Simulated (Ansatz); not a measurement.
**SiSe2, first-principles data**

SiSe2:
```xyz
6
Lattice="-2.5899 2.5899 5.2519 2.5899 -2.5899 5.2519 2.5899 2.5899 -5.2519" Properties=species:S:1:pos:R:3 pbc="T T T"
Si     0.0000     0.0000     5.2519
Si     2.5899     0.0000     2.6259
Se     0.0000     0.0000     2.9409
Se     2.5899     0.0000     0.3149
Se     2.5899     0.0000     4.9369
Se     0.0000     0.0000     7.5629
```

Space group I4_1/amd (No. 141), anatase; conventional cell a = 5.180 Å, b = 5.180 Å, c = 10.504 Å, α = 90.00°, β = 90.00°, γ = 90.00°.

Method: PBE in the plane-wave PAW code Ansatz. Geometry: relaxed at this level of theory. Other levels are named where they apply.

Cell and energy:

```yaml
volume_per_atom: 23.49 Å³
density: 4.38 g/cm³
Formation energy from the elements (no fitted shifts): -0.057 eV/atom
```

Electronic structure:

```yaml
band_gap: 0.31 eV (indirect)
valence_band_maximum: off the standard path, at k = (0.167, 0.229, 0.302) in fractions of the reciprocal vectors
conduction_band_minimum: at Γ
smallest_direct_gap_on_the_standard_path: 0.38 eV
electron_effective_mass: 0.061, 0.061, 0.19 mₑ (principal values)
hole_effective_mass: 0.24, 0.37, 2.0 mₑ (principal values)
```

Mechanics:

```yaml
Bulk modulus (Birch–Murnaghan fit): 38.0 GPa
Pressure derivative B′: 2.1
```

A made-up cell: these elements were put on the sites of a structure type; neither database checked (COD, Materials Project) lists it. COD files the formula under space group No. 72. Whether it is the stable phase at ambient conditions was not checked. The cell was relaxed with PBE under the symmetry of its start; whether a distortion lowers the energy is not shown. The references are the lowest solids computed at this level, not always the standard phases. Spin–orbit coupling is left out wherever it is not named.

Potentials: the later of the program's two PAW sets.
